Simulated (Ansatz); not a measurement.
PbS:
```
PbS
1.0
   12.01644     0.00000     0.00000
    0.00000     4.20614     0.00000
    0.00000     0.00000     4.35104
Pb S
4 4
Cartesian
 10.48092   1.05153   0.78951
  1.53552   3.15460   3.56152
  7.54374   3.15460   2.96503
  4.47270   1.05153   1.38601
  7.74232   1.05153   0.46282
  4.27413   3.15460   3.88822
 10.28235   3.15460   2.63834
  1.73409   1.05153   1.71270
```

r²SCAN+D4 (plane waves, PAW; program Ansatz) gives a gap of 1.49 eV without spin–orbit coupling, maximum on the Γ–Z line, 81 % of the way from Γ, minimum on the Γ–Z line, 84 % of the way from Γ.

Problem. What happens when spin–orbit coupling is switched on?

Solution. The gap falls by 0.41 eV, to 1.08 eV; maximum on the Γ–Z line, 80 % of the way from Γ, minimum on the Γ–Z line, 81 % of the way from Γ.

Problem. Give the electron effective mass with spin–orbit coupling.

Solution. 0.24, 0.26, 0.37 mₑ (principal values).

Problem. Give the hole effective mass with spin–orbit coupling.

Solution. 0.26, 0.32, 0.99 mₑ (principal values).

Space group Pnma. The first step of the workflow began from a Materials Project structure, measured or hypothetical; the Crystallography Open Database copy checked does not list it. It is not the phase usual at ambient conditions (space group No. 225). Symmetry was held in the r²SCAN+D4 relaxation; whether a distortion lowers the energy is not shown.

Potentials: the later of the program's two PAW sets.
